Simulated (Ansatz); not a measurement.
A relaxed cell of HfNb₃F is given with its symmetry left out. The cell was found from a structure generator's guess, not taken from experiment.

Computed with DFT PBE, scalar-relativistic, plane waves, PAW in Ansatz 0.2.0. Cutoff 420 eV, Γ-centred mesh, Gaussian smearing, no spin polarisation.

```
Hf Nb F
1.0
     3.46132    0.00000    0.00000
    -1.73066    2.99759    0.00000
     0.00000    0.00000    9.47687
Hf Nb F
1 3 1
Direct
  0.00000 0.00000 0.00000
  0.33333 0.66667 0.76522
  0.33333 0.66667 0.23478
  0.33333 0.66667 0.50000
  0.00000 0.00000 0.50000
```

The zero of energy is the elements' standard structures at the same level (F₂ as a molecule); no fitted shifts are applied.

Question: Find its symmetry and describe it.

Answer: P-6m2 (No. 187). Conventional cell: a = 3.461 Å, c = 9.477 Å. Around Hf lie 6 Nb at 2.99 Å and 6 Hf at 3.46 Å; around Nb on a site of symmetry 3m lie 1 Nb at 2.51 Å, 3 Hf at 2.99 Å, 3 F at 3.21 Å and 6 Nb at 3.46 Å; Nb on a site of symmetry -6m2 is surrounded by 3 F at 2.00 Å, 2 Nb at 2.51 Å and 6 Nb at 3.46 Å; around F lie 3 Nb at 2.00 Å.

Question: What is its formation energy per atom?

Answer: +0.28 eV/atom. It can't be a ground state, since the elements alone are lower.

Question: Is it a metal?

Answer: Yes, bands cross the Fermi level on the 12×12×4 mesh.

The last run used a 12×12×4 mesh (in the run's order of axes) for its 5-atom cell and Gaussian smearing of 0.10 eV. These runs have no spin–orbit coupling, which can matter for Hf. The cell is a metal run without spin; a magnetic state may lie lower. Symmetry constrained the relaxation, so the result can be a saddle point. Another cell of HfNb3F relaxed alike, in Pm-3m, lies 0.37 eV/atom lower, so this cell isn't the stable form at this level.
